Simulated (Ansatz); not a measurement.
These are results of DFT PBE, scalar-relativistic, plane waves, PAW (Ansatz 0.2.0), not measurements. All cells share a 420 eV cutoff and Γ-centred k meshes spaced at most about 0.3 Å⁻¹ (about 0.25 or finer for metals, 2π included). Collinear spin in cells that started with moments and kept them past the coarse steps, no spin elsewhere.

These are static total energies at zero pressure.

Two relaxed structures of Zn5O:

A. (no spin)

```cif
data_structure
_symmetry_space_group_name_H-M 'P4/mmm'
_symmetry_Int_Tables_number 123
_cell_length_a 6.0579
_cell_length_b 6.0579
_cell_length_c 2.8675
_cell_angle_alpha 90.000
_cell_angle_beta 90.000
_cell_angle_gamma 90.000
_cell_volume 105.23
loop_
_atom_site_label
_atom_site_type_symbol
_atom_site_symmetry_multiplicity
_atom_site_Wyckoff_symbol
_atom_site_fract_x
_atom_site_fract_y
_atom_site_fract_z
_atom_site_occupancy
Zn1 Zn 4 k 0.27998 0.27998 0.50000 1
Zn2 Zn 1 b 0.00000 0.00000 0.50000 1
O1 O 1 c 0.50000 0.50000 0.00000 1
```

B. (site moments under 0.1 μB)

```cif
data_structure
_symmetry_space_group_name_H-M 'F-43m'
_symmetry_Int_Tables_number 216
_cell_length_a 7.0961
_cell_length_b 7.0961
_cell_length_c 7.0961
_cell_angle_alpha 90.000
_cell_angle_beta 90.000
_cell_angle_gamma 90.000
_cell_volume 357.33
loop_
_atom_site_label
_atom_site_type_symbol
_atom_site_symmetry_multiplicity
_atom_site_Wyckoff_symbol
_atom_site_fract_x
_atom_site_fract_y
_atom_site_fract_z
_atom_site_occupancy
Zn1 Zn 16 e 0.12502 0.37498 0.87498 1
Zn2 Zn 4 c 0.25000 0.25000 0.25000 1
O1 O 4 a 0.00000 0.00000 0.00000 1
```

Question: Which form is favoured at zero pressure, and by what margin per atom?

Answer: A is lower, by 150 meV/atom. A has space group P4/mmm (No. 123), 17.5 Å³/atom and no gap on its mesh; B has space group F-43m (No. 216), 14.9 Å³/atom and no gap. Counting Zn atoms around O (those within 1.25 times the shortest such distance or 1.15 times the sum of covalent radii, 1.27 where that leaves under three; the shortest distance is added where it exceeds 1.18 times the sum of covalent radii), A has O 8 from 2.4 Å and B has O 16 from 2.9 Å. The lower one is the more open, so pressure narrows the difference. Even the lower one lies +0.09 eV/atom against the reference forms of the elements (uncorrected), a margin that errors in the energy of the gaseous reference can exceed. Both come from invented guesses. A third cell relaxed alike, in P-6m2, lies 0.38 eV/atom below the lower of the two.

Cells relaxed within their symmetry can be saddle points.
